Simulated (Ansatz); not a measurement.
ZrCu in space group P2_1/m (No. 11; Zr on 2e, Cu on 2e) at seven volumes, r²SCAN in the plane-wave PAW code Ansatz, shape and atoms relaxed at each. One row is withheld.

| V (Å³/atom) | P (GPa) |
|---|---|
| 15.855 | 13.81 |
| 16.377 | 8.58 |
| 16.900 | ? |
| 17.423 | 0.00 |
| 17.945 | -3.45 |
| 18.468 | -6.43 |
| 18.991 | -8.99 |

Task: Fit the shown pressures and predict the withheld one.

Result: P = (3/2)B₀(x^(7/2) − x^(5/2))[1 + (3/4)(B′ − 4)(x − 1)] with x = (V₀/V)^(2/3). Least squares on the six rows gives V₀ = 17.423 Å³/atom, B₀ = 123 GPa, B′ = 3.75. At V = 16.900, x = 1.0205 and P = 3.97 GPa. The run itself gave 4.00 GPa.

The first step of the workflow began from a Materials Project structure, measured or hypothetical; the Crystallography Open Database copy checked does not list it. Whether it is the stable phase at ambient conditions was not checked. The cell was relaxed with r²SCAN under the symmetry of its start; its stability against distortions is not shown here. The run is not spin-polarised.

Potentials: the later of the program's two PAW sets.
